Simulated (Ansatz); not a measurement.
Relaxation of a generated trial cell of Cu in the diamond structure type; 2 atoms in the cell, which starts as Fd-3m, origin choice 1 (No. 227), cF8; a = b = c = 5.0291 Å, α = β = γ = 90.00°. Method: PBEsol (plane waves to 420 eV, PAW, scalar-relativistic; Ansatz, a quantum-chemistry and plane-wave program). Γ-centred k-mesh 11×11×11 on the run's cell (coarser than for final values), Fermi–Dirac smearing 0.05 eV. This is the first round of the run. 

The optimiser's lines from the output (shortened; P is positive under compression):

```
relax step   1: F+E_penalty+E_count = -13175.02796127 eV  Δ(F+E_penalty+E_count) = +0.000e0 eV  max|allowed force component| = 2.544e-17 eV/Å  Δτ_max = 0.0000 Å  P = +10.794 GPa  Ω = 31.799 Å³  (6 SCF iters, dr2 threshold 1.00e-7 eV, accepted)
relax step   2: F+E_penalty+E_count = -13175.10952100 eV  Δ(F+E_penalty+E_count) = -8.156e-2 eV  max|allowed force component| = 1.110e-16 eV/Å  Δτ_max = 0.0000 Å  P = +5.438 GPa  Ω = 33.449 Å³  (6 SCF iters, dr2 threshold 2.00e-7 eV, accepted)
relax step   3: F+E_penalty+E_count = -13175.14412716 eV  Δ(F+E_penalty+E_count) = -3.461e-2 eV  max|allowed force component| = 1.156e-16 eV/Å  Δτ_max = 0.0000 Å  P = +0.887 GPa  Ω = 35.307 Å³  (6 SCF iters, dr2 threshold 2.00e-7 eV, accepted)
relax step   4: F+E_penalty+E_count = -13175.14513278 eV  Δ(F+E_penalty+E_count) = -1.006e-3 eV  max|allowed force component| = 1.342e-16 eV/Å  Δτ_max = 0.0000 Å  P = -0.003 GPa  Ω = 35.742 Å³  (6 SCF iters, dr2 threshold 2.00e-7 eV, accepted)
relax step   5: F+E_penalty+E_count = -13175.14717520 eV  Δ(F+E_penalty+E_count) = -2.042e-3 eV  max|allowed force component| = 9.252e-17 eV/Å  Δτ_max = 0.0000 Å  P = +0.068 GPa  Ω = 35.742 Å³  stress off target by 6.83e-2 GPa  SCF on the basis re-selected at this cell (its energy is not comparable with the rows above)  (8 SCF iters)
relax step   6: F+E_penalty+E_count = -13175.14716848 eV  Δ(F+E_penalty+E_count) = +6.724e-6 eV  max|allowed force component| = 2.776e-17 eV/Å  Δτ_max = 0.0000 Å  P = +0.004 GPa  Ω = 35.776 Å³  (5 SCF iters, dr2 threshold 1.16e-8 eV, accepted)
relax step   7: F+E_penalty+E_count = -13175.14718259 eV  Δ(F+E_penalty+E_count) = -1.411e-5 eV  max|allowed force component| = 6.245e-17 eV/Å  Δτ_max = 0.0000 Å  P = +0.004 GPa  Ω = 35.776 Å³  stress off target by 3.61e-3 GPa  SCF on the basis re-selected at this cell (its energy is not comparable with the rows above)  (4 SCF iters)
```

From the first to the last row the energy changes by -0.06 eV/atom and the volume by +12.5 %. The last row is marked as not comparable with the walk above it, whose basis was carried along; it does compare with step 1, since both stand on a basis selected at the nominal cutoff for their own cell.

Later rounds, restarted from the end of this one on a renewed k-mesh, logged 2 more steps and released under 0.01 eV/atom more. The final structure after all rounds: Fd-3m, origin choice 1 (No. 227), cF8, diamond type; a = b = c = 5.231 Å, α = β = γ = 90.00°. Between re-selections the logged energies stand on a plane-wave basis carried along with the cell. No spin polarisation in the result.

The run could not lose the symmetry of its start, so the end can be a saddle point.

All atoms sit on sites fixed by symmetry, so only the cell could relax.

The relaxed structure here is a generated cell of Cu: the first start was made by placing the elements on the sites of a structure type, and the end was not matched to a known phase here, so it may be hypothetical. Known forms of Cu include space group No. 225.
